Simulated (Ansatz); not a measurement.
## CdHg$_{2}$O$_{3}$ (C2) at 2 levels of theory

One geometry, relaxed with PBE; plane waves with PAW potentials in Ansatz, scalar-relativistic. No spin polarisation. Gaps are the least over mesh and band path; pressure is positive in compression, and isn't given for hybrids.

```
Cd Hg O
1.0
     3.08809   -1.79365    0.00000
     3.08809    1.79365    0.00000
    -1.94444    0.00000    9.13096
Cd Hg O
1 2 3
Direct
  0.18125 0.81875 0.00000
  0.78280 0.92345 0.32282
  0.07655 0.21720 0.67718
  0.44893 0.11693 0.87130
  0.88307 0.55107 0.12870
  0.62740 0.37260 0.50000
```

```csv
level,cutoff (eV),k mesh,gap (eV),pressure (GPa)
PBE,420,10×10×4,0.86,0.0
```

Task: What comes out on the same cell with HSE06?

Result:
| level | cutoff (eV) | k mesh | gap (eV) | pressure (GPa) |
| --- | --- | --- | --- | --- |
| HSE06 | 420 | 8×8×4 | 2.10 | - |

Spin-orbit coupling matters for the bands of heavy elements and is left out.

The structure comes from a generated guess; another structure or a mixture of phases may lie lower.
